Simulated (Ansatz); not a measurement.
**Ti: energy along a strain**

Ti, P6_3/mmc, a = 2.950 Å, c = 4.686 Å (as given, not relaxed at this level: -9.9 GPa). Ansatz: LDA, PAW, 420 eV, Γ-centred 18×18×10 mesh on 2 atoms, Gaussian smearing 0.15 eV; no spin polarisation. Cell vectors (Å): 2.950 0.000 0.000; -1.475 2.555 0.000; 0.000 0.000 4.686. The cell is strained by x per cent times the pattern (0 0 1 0 0 0) in the order xx yy zz yz xz xy (engineering shears), with fractional coordinates held. y is the free energy over the start, V0 = 17.658 Å³/atom.

| x (%) | y (meV/atom) |
| --- | --- |
| -4.00 | ? |
| -3.00 | -26.02 |
| -2.00 | -19.22 |
| -1.00 | -10.52 |
| 0.00 | 0.00 |
| 1.00 | 12.24 |
| 2.00 | 26.08 |
| 3.00 | 41.42 |
| 3.50 | 49.61 |
| 4.00 | 58.13 |

Fit y = c1 x + c2 x² + c3 x³ to the other rows, get the stiffness along the pattern, and predict the missing energy.

Least squares on the rows shown. y = 11.400 x + 0.85558 x² − 0.018009 x³. The clamped-ion stiffness p·C·p = 2 × 8.556 eV × 160.2 / 17.658 Å³ = 155 GPa, which is C33 in these axes (second derivative at the start, which stands under stress). At x = -4.00 the fit asked for gives -30.76 meV/atom. The run gave -30.83 meV/atom, so the fit is 0.07 meV/atom too high, a small miss on the scale of the series.